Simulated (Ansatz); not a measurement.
Relaxed BN (wurtzite):

```xyz
4
Lattice="2.5545 0.0000 0.0000 -1.2773 2.2123 0.0000 0.0000 0.0000 4.2246" Properties=species:S:1:pos:R:3 pbc="T T T"
B      1.2773     0.7374     4.2242
B      0.0000     1.4749     2.1119
N      1.2773     0.7374     2.6416
N      0.0000     1.4749     0.5293
```

These are PBE (plane waves to 420 eV, PAW, scalar-relativistic; Ansatz, a quantum-chemistry and plane-wave program) values and carry that method's errors. k mesh 12×12×6 (Γ-centred), Fermi-Dirac smearing 0.05 eV. BN was relaxed with its symmetry unable to fall.

One atom of the cell was then moved (with its periodic images), all else fixed, and the forces (eV/Å) came out as:

```tsv
atom	Fx	Fy	Fz
B1	-4.581	-1.236	-0.904
B2	0.026	0.009	-0.048
N3	0.899	-0.004	0.066
N4	3.657	1.230	0.886
```

**Question.** Which atom was moved, and by which vector (Å)?

**Answer.** B1, by (0.19, 0.00, 0.00), 0.19 Å in all.

(A displaced cell: forces are minus the slopes of the energy, force constants its curvatures, and phonons follow from these.)
